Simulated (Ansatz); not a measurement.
Al$_{3}$GaN$_{4}$:
```
Al3GaN4
1.0
    4.40699     0.00000     0.00000
    0.00000     4.40699     0.00000
    0.00000     0.00000     4.40699
Al Ga N
3 1 4
Cartesian
  2.20350   2.20350   0.00000
  0.00000   2.20350   2.20350
  2.20350   0.00000   2.20350
  0.00000   0.00000   0.00000
  3.28192   3.28192   1.12507
  3.28192   1.12507   3.28192
  1.12507   1.12507   1.12507
  1.12507   3.28192   3.28192
```

PBEsol in the plane-wave PAW code Ansatz gives a gap of 3.32 eV without spin–orbit coupling, maximum on the M–Γ line, 78 % of the way from M, minimum at Γ.

**Question.** What happens when spin–orbit coupling is switched on?

**Answer.** The gap falls by 0.01 eV, to 3.31 eV; maximum at Γ, minimum at Γ.

**Question.** Give the electron effective mass with spin–orbit coupling.

**Answer.** 0.52 along [100], 0.50 along [110], 0.49 along [111] (mₑ).

**Question.** Give the hole effective mass with spin–orbit coupling, band 1 of 2 at the edge.

**Answer.** 1.5 along [100], 3.5 along [110], 5.3 along [111] (mₑ).

**Question.** Give the hole effective mass with spin–orbit coupling, band 2 of 2 at the edge.

**Answer.** 0.40 along [100], 0.35 along [110], 0.34 along [111] (mₑ).

Space group P-43m. The workflow started from a Materials Project entry (that database holds measured and hypothetical structures alike); the Crystallography Open Database copy checked does not list it. With Al and Ga taken as one species the cell has the higher symmetry F-43m, so it may be an ordered model of a mixed-site phase. Whether it is the stable phase at ambient conditions was not checked. Symmetry was held in the PBEsol relaxation; of distortions, only those at the zone centre were tested.

Potentials: the later of the program's two PAW sets.
